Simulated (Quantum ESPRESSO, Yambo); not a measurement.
# G0W0 results for CdCl₂

```xyz
3
Lattice="1.9286 1.1135 6.1057 -1.9286 1.1135 6.1057 0.0000 -2.2270 6.1057" Properties=species:S:1:pos:R:3 pbc="T T T"
Cl     0.0000     0.0000    13.6533
Cl     0.0000     0.0000     4.6640
Cd     0.0000     0.0000     0.0000
```

The geometry is that of Materials Project entry mp-22881, symmetrised and not relaxed again.

Starting point: PBEsol (pw.x of Quantum ESPRESSO, ONCV potentials, scalar-relativistic). G0W0 in Yambo: 4×4×4 Γ-centred k mesh, bands 5 to 147 and a 8 Ry block in the screening, 147 bands in G with the Bruneval-Gonze terminator, plasmon pole fitted at 27.2 eV.

```json
{
  "PBEsol gap along the band path": "3.44 eV",
  "PBEsol gap between the mesh's edge points (F → Γ)": "3.44 eV",
  "G0W0 gap between the same points": "5.72 eV",
  "PBEsol smallest direct gap on the mesh (at Γ)": "3.54 eV",
  "G0W0 direct gap at that point": "5.78 eV"
}
```

```
k point  band  E PBEsol (eV)  E QP (eV)  shift (eV)     Z
-------  ----  -------------  ---------  ----------  ----
Γ          VB          -0.10      -1.59       -1.49  0.80
Γ          CB           3.44       4.19        0.74  0.84
F          VB           0.00      -1.53       -1.53  0.80
F          CB           4.47       5.47        1.00  0.84
```

Energies count from the PBEsol valence-band maximum.

Nearest settings tried, and what they do to the gap: 113 bands in W, 113 bands in G: +18 meV; 6 Ry block (135 vectors against 233): -64 meV; 6×6×6 mesh: -16 meV. So the settings aren't converged at that level.

Spin-orbit splittings are left out.

The distance between layers or molecules is the database entry's, not relaxed here. Functionals without dispersion can leave it too large, which widens gaps and weakens the response across layers: the numbers belong to this cell.
